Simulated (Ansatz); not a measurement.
Starting cell, CdSe (zinc blende):

```
CELL_PARAMETERS angstrom
      0.00000     3.04091     3.04091
      3.04091     0.00000     3.04091
      3.04091     3.04091     0.00000
ATOMIC_POSITIONS crystal
  Se 0.75000 0.75000 0.75000
  Cd 0.00000 0.00000 0.00000
```

In this cell atom 2 (Cd, nearest neighbour Se at 2.634 Å; its periodic images, 4.3 Å or more away, move with it) is moved by s towards the nearest neighbour, unit vector (-0.577, -0.577, -0.577); all other atoms and the cell stay fixed.

All values below come from PBEsol (plane waves to 420 eV, PAW, scalar-relativistic; Ansatz, an electronic-structure program). k mesh 8×8×8 (Γ-centred), Fermi-Dirac smearing 0.05 eV. Energies are smeared free energies. Stress and pressure are positive under compression. F∥ is the force on the atom along that direction. CdSe was relaxed with its symmetry unable to fall. ΔE is measured from the undisplaced structure.

```tsv
s (Å)	F∥ (eV/Å)	P (GPa)	ΔE (eV/cell)
-0.530	0.735	2.5	0.318
-0.424	0.783	1.9	0.237
-0.318	0.758	1.3	0.154
-0.212	0.640	0.7	0.079
-0.106	(withheld)	0.2	(withheld)
0.000	0.000	0.0	0.000
0.106	-0.629	0.3	0.031
0.212	-1.578	1.2	0.145
0.318	(withheld)	3.1	0.382
0.424	-5.055	(withheld)	0.801
0.530	-8.094	11.2	1.487
```

Q: Complete the blanks.

A: 
- -0.106, F∥ (eV/Å): 0.401
- -0.106, ΔE (eV/cell): 0.023
- 0.318, F∥ (eV/Å): -2.986
- 0.424, P (GPa): 6.2

(A displaced cell: forces are minus the slopes of the energy, force constants its curvatures, and phonons follow from these.)
